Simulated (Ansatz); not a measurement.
Ag (Im-3m), one atom moved along a line

Method: DFT LDA, scalar-relativistic, plane waves, PAW (Ansatz 0.2.0). Settings: plane waves to 420 eV, k-mesh 10×10×10 (Γ-centred), Gaussian smearing 0.15 eV. No spin polarisation. Energies are free energies at this smearing, counted from the undisturbed cell; pressure is positive in compression.

Reference structure (as given, not relaxed at this level; it stands at -11.4 GPa; this bcc form isn't the usual structure):

```yaml
crystal:
  lattice:
    - [-3.31131, -3.31131, 3.31131]
    - [-3.31131, 3.31131, -3.31131]
    - [3.31131, -3.31131, -3.31131]
  atoms:
    - { symbol: Ag, position: [0.50000, 0.50000, 0.50000] }
    - { symbol: Ag, position: [0.00000, 0.50000, 0.50000] }
    - { symbol: Ag, position: [0.50000, 0.00000, 0.50000] }
    - { symbol: Ag, position: [0.00000, 0.00000, 0.50000] }
    - { symbol: Ag, position: [0.50000, 0.50000, 0.00000] }
    - { symbol: Ag, position: [0.00000, 0.50000, 0.00000] }
    - { symbol: Ag, position: [0.50000, 0.00000, 0.00000] }
    - { symbol: Ag, position: [0.00000, 0.00000, 0.00000] }
```

Atom 1 (Ag) is moved by x along the Cartesian unit vector (0.577, 0.577, 0.577); the cell and all other atoms stay fixed. The cell is metallic on the mesh throughout. At -11 GPa the given cell is far from its own equilibrium, so these figures belong to a strongly strained crystal.

```csv
x (Å),ΔE (meV/cell),force along x on the moved atoms (eV/Å),pressure (GPa)
-0.4500,454.5,2.64,-8.9
-0.2250,89.4,0.86,-10.8
0.0000,0.0,0.00,-11.4
0.0563,5.2,-0.18,-11.4
0.1125,21.0,-0.38,-11.3
0.1688,48.5,?,?
0.2813,146.4,-1.17,-10.5
0.3375,?,?,-10.1
0.3938,323.6,-2.04,-9.6
```

By symmetry 0.4500 repeats -0.4500, -0.3375 repeats 0.3375, 0.2250 repeats -0.2250, -0.1125 repeats 0.1125 in energy; the slope of the energy along the path changes sign there.

Give the withheld values.

force along x on the moved atoms (eV/Å) at x (Å) = 0.1688: -0.60; pressure (GPa) at x (Å) = 0.1688: -11.1; ΔE (meV/cell) at x (Å) = 0.3375: 222.8; force along x on the moved atoms (eV/Å) at x (Å) = 0.3375: -1.56.

Cost: 9 runs of about 19 core-minutes in all, on AMD EPYC 7R43 (Zen 3) (shared hosts).